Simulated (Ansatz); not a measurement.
The following input was run with Ansatz 0.2.0.

```yaml
crystal:
  lattice:
    - [0.0, 4.3124976225, 4.3124976225]
    - [4.3124976225, 0.0, 4.3124976225]
    - [4.3124976225, 4.3124976225, 0.0]
  atoms:
    - { symbol: Ti, position: [0.85681086, 0.38106305, 0.38106305] }
    - { symbol: Ti, position: [0.38106305, 0.38106305, 0.38106305] }
    - { symbol: Ti, position: [0.38106305, 0.38106305, 0.85681086] }
    - { symbol: Ti, position: [0.86893695, 0.39318914, 0.86893695] }
    - { symbol: Ti, position: [0.86893695, 0.86893695, 0.86893695] }
    - { symbol: Ti, position: [0.39318914, 0.86893695, 0.86893695] }
    - { symbol: Ti, position: [0.86893695, 0.86893695, 0.39318914] }
    - { symbol: Ti, position: [0.38106305, 0.85681086, 0.38106305] }
    - { symbol: C, position: [0.625, 0.625, 0.625] }
    - { symbol: C, position: [0.125, 0.625, 0.625] }
    - { symbol: C, position: [0.625, 0.625, 0.125] }
    - { symbol: C, position: [0.625, 0.125, 0.625] }
basis:
  ecutwfc: 420
kpoints:
  mp_grid: { grid: [4, 4, 4] }
hamiltonian:
  xc: pbesol
scf:
  occupations: { method: gaussian, width: 0.1 }
output:
  forces: true
  stress: true
  eigenvalues: true
```

Command:
```bash
ansatz run input.yaml --threads 2 --pin off --max-ram 5120MiB --backend cpu --events-out ev --progress --plain --runs-dir out
```

The calculation used DFT PBEsol, scalar-relativistic, plane waves, PAW in Ansatz 0.2.0.

Part of what the program printed, abridged:

```
Pseudopotentials: kind: paw
Pseudopotential: Ti, paw, valence charge 12, recommended cutoff 420 eV (normal)
Pseudopotential: C, paw, valence charge 4, recommended cutoff 420 eV (normal)
Functional definition: PBEsol
Crystal: 12 atoms, lattice volume = 160.405 Å³
Basis set: ecut = 420 eV, 3119 PW (Γ), exchange–correlation on 90×90×90 points (8 copies of the dense FFT grid, shifted against one another)
Bands: 68, of which v1, the nominal top of the filled ones, is band 56 counted from 1 (55 counted from 0)
Symmetry: 48 space group operations
Space group: Fd-3m (ITA 227), of the structure as read, at distance tolerance 5.4e-5 Å
k-points: 8 of 64
Initial density: superposition of atomic densities (neutral atoms: chi_scale 0, normalization atom), corrected by the library's trained network
Initial wavefunctions: pseudopotential atomic-orbital guess
Functional: x = pbesol(κ = 0.804, μ = 0.12345679), c = pbesol(β = 0.046)
SCF iter   1: F=—  HF=-20786.508908 eV  |F-HF|=—  |Δ(HF+E_count)|=         —  Δρ=6.85e-3  dr2=5.02e-2  ethr=1.77e-3  ⟨swp⟩=5.9  Hψ=2101  notcnv=0
SCF iter   2: F=—  HF=-20786.492223 eV  |F-HF|=—  |Δ(HF+E_count)|=   1.67e-2  Δρ=3.24e-3  dr2=1.19e-2  ethr=4.48e-5  ⟨swp⟩=3.0  Hψ=1096  notcnv=0  defer=41
SCF iter   3: F=—  HF=-20786.489415 eV  |F-HF|=—  |Δ(HF+E_count)|=   2.81e-3  Δρ=6.66e-4  dr2=8.37e-4  ethr=1.07e-5  ⟨swp⟩=2.0  Hψ=694  notcnv=0  defer=25
automatic band count: iteration 3 solves 66 bands in place of 68: the levels show a gap, and the empty bands left out lie too high to hold charge; the band table lists the bands solved (type scf.n_extra_bands for more)
SCF iter   4: F=—  HF=-20786.489353 eV  |F-HF|=—  |Δ(HF+E_count)|=   6.13e-5  Δρ=2.33e-4  dr2=1.08e-4  ethr=7.48e-7  ⟨swp⟩=2.0  Hψ=666  notcnv=0  defer=25
SCF iter   5: F=—  HF=-20786.489326 eV  |F-HF|=—  |Δ(HF+E_count)|=   2.77e-5  Δρ=3.93e-5  dr2=3.96e-6  ethr=9.65e-8  ⟨swp⟩=2.0  Hψ=694  notcnv=0  defer=25
SCF iter   6: F=—  HF=-20786.489433 eV  |F-HF|=—  |Δ(HF+E_count)|=   1.07e-4  Δρ=1.11e-5  dr2=1.94e-7  ethr=3.54e-9  ⟨swp⟩=3.0  Hψ=993  notcnv=0  defer=25
SCF iter   7: F=-20786.489433 eV  HF=-20786.489433 eV  |F-HF|=1.42e-8  |Δ(HF+E_count)|=   6.16e-8  Δρ=3.65e-6  dr2=2.21e-8  ethr=8.93e-11  ⟨swp⟩=9.1  Hψ=1793  notcnv=0
SCF 1 converged in 7 iterations: F = -20786.489433 eV  dr2 = 2.21e-8
SCF converged after 7 iterations
Free energy (F): -20786.489433 eV
Harris-Foulkes:  -20786.489433 eV  (|F-HF|=1.42e-8)
Internal energy: -20786.462961 eV  (E = F + TS)
E sigma→0 (E₀):  -20786.476197 eV
Entropy (-TS):   -0.026472 eV (-2.206 meV/atom)
Fermi energy:    12.959236 eV
--- Per-component energies (eV) ---
  E_band       = -1208.339500
  E_kinetic    = 2535.820278
  E_local      = -7281.680203  (includes V_loc(G=0)·N_el)
  E_nonlocal   = 169.800021
  E_hartree    = 2983.360998
  E_xc         = -971.037277
  E_vxc        = -1218.204237  (∫ρ·V_xc dr)
  E_paw        = -8554.554390  (= ΣΔE_a)
  E_vpaw       = -1380.800499  (= ΣTr[D̂ρ^β])
  E_aug_tail   = 0.000974  (compensation charges beyond the density's cutoff)
  E_ewald      = -9669.372838
  E_core_change = 1.199477  (= ΣΔE_core)
  E_smearing   = -0.026472  (= −TS)
--- Forces (eV/Å), atoms counted from 1 ---
  atom   1  Ti     0.14269761    -0.14269761    -0.14269761
  atom   2  Ti     0.14269761     0.14269761     0.14269761
  atom   3  Ti    -0.14269761    -0.14269761     0.14269761
  atom   4  Ti     0.14269761    -0.14269761     0.14269761
  atom   5  Ti    -0.14269761    -0.14269761    -0.14269761
  atom   6  Ti    -0.14269761     0.14269761     0.14269761
  atom   7  Ti     0.14269761     0.14269761    -0.14269761
  atom   8  Ti    -0.14269761     0.14269761    -0.14269761
  atom   9  C      0.00000000     0.00000000     0.00000000
  atom  10  C      0.00000000     0.00000000     0.00000000
  atom  11  C      0.00000000     0.00000000     0.00000000
  atom  12  C      0.00000000     0.00000000     0.00000000
--- Stress (GPa, compression-positive) ---
       -4.628612       0.000000       0.000000
        0.000000      -4.628612       0.000000
        0.000000       0.000000      -4.628612
  P = ⅓ Tr σ = -4.6286 GPa (-46.286 kbar)
--- Band table (eV; the first three rows and the last of 8) ---
  k-point 0: bands = ["-43.5591", "-43.4837", "-43.4735", "-43.4735", "-43.4735", "-43.4487", "-43.4487", "-43.4487", "-20.2043", "-20.1787", "-20.1787", "-20.1787", "-20.1580", "-20.1160", "-20.1160", "-19.8579", "-19.8579", "-19.8579", "-19.8294", "-19.8294", "-19.8294", "-19.7289", "-19.7289", "-19.7211", "-19.7211", "-19.7211", "-19.7120", "-19.7120", "-19.7120", "-19.6644", "-19.6644", "-19.6644", "1.5862", "3.0711", "3.0711", "3.0711", "7.7183", "7.9942", "7.9942", "7.9942", "9.6874", "9.6874", "10.4229", "10.4229", "10.4229", "10.5109", "10.5109", "10.5109", "10.7967", "11.2468", "11.3154", "11.3154", "12.2091", "12.2091", "12.2091", "13.1705", "13.5956", "13.5956", "13.5956", "14.030 ...
  k-point 1: bands = ["-43.5488", "-43.4906", "-43.4762", "-43.4699", "-43.4699", "-43.4523", "-43.4523", "-43.4497", "-20.1743", "-20.1511", "-20.1511", "-20.1429", "-20.1085", "-20.0838", "-20.0838", "-19.8836", "-19.8661", "-19.8661", "-19.8354", "-19.8354", "-19.8139", "-19.7600", "-19.7587", "-19.7587", "-19.7357", "-19.7357", "-19.7278", "-19.7221", "-19.7103", "-19.7103", "-19.6707", "-19.6707", "1.7776", "2.9203", "3.0738", "3.0738", "7.9268", "7.9768", "8.2840", "8.2840", "9.6455", "9.6455", "9.7088", "10.1538", "10.1538", "10.4911", "10.4911", "10.6067", "11.2163", "11.6381", "11.6917", "11.6917", "12.1033", "12.1883", "12.1883", "12.9139", "13.4092", "13.6982", "13.6982", "13.7784 ...
  k-point 2: bands = ["-43.5313", "-43.5078", "-43.4749", "-43.4612", "-43.4612", "-43.4611", "-43.4611", "-43.4513", "-20.1297", "-20.1271", "-20.1143", "-20.1143", "-20.0489", "-20.0489", "-19.9760", "-19.9548", "-19.8668", "-19.8668", "-19.8597", "-19.8597", "-19.8326", "-19.7895", "-19.7895", "-19.7871", "-19.7783", "-19.7561", "-19.7561", "-19.7548", "-19.6973", "-19.6973", "-19.6827", "-19.6827", "2.0611", "2.6765", "3.0766", "3.0766", "7.8606", "8.4337", "8.7573", "8.7573", "9.0690", "9.4694", "9.4694", "9.8120", "9.8120", "10.5520", "10.5520", "10.7124", "11.4936", "11.8890", "12.0505", "12.0505", "12.0723", "12.1788", "12.1788", "12.6300", "13.2271", "13.6474", "13.6474", "13.6634", ...
  k-point 7: bands = ["-43.5121", "-43.5121", "-43.4816", "-43.4816", "-43.4580", "-43.4580", "-43.4534", "-43.4534", "-20.0963", "-20.0963", "-20.0642", "-20.0642", "-19.9785", "-19.9785", "-19.9696", "-19.9696", "-19.9445", "-19.9445", "-19.9101", "-19.9101", "-19.7946", "-19.7946", "-19.7821", "-19.7821", "-19.7658", "-19.7658", "-19.7569", "-19.7569", "-19.7210", "-19.7210", "-19.7068", "-19.7068", "2.4061", "2.4061", "3.0511", "3.0511", "8.4620", "8.4620", "8.7848", "8.7848", "9.4446", "9.4446", "9.5087", "9.5087", "10.1519", "10.1519", "10.3308", "10.3308", "11.5739", "11.5739", "11.8489", "11.8489", "12.5489", "12.5489", "12.5528", "12.5528", "13.0694", "13.0694", "13.2385", "13.2385" ...
```

The calculation finished and met its thresholds.

It took 3.8 s on 2 threads of Arm Neoverse V1, on a shared host, peak memory 0.51 GiB.

The k mesh is coarse.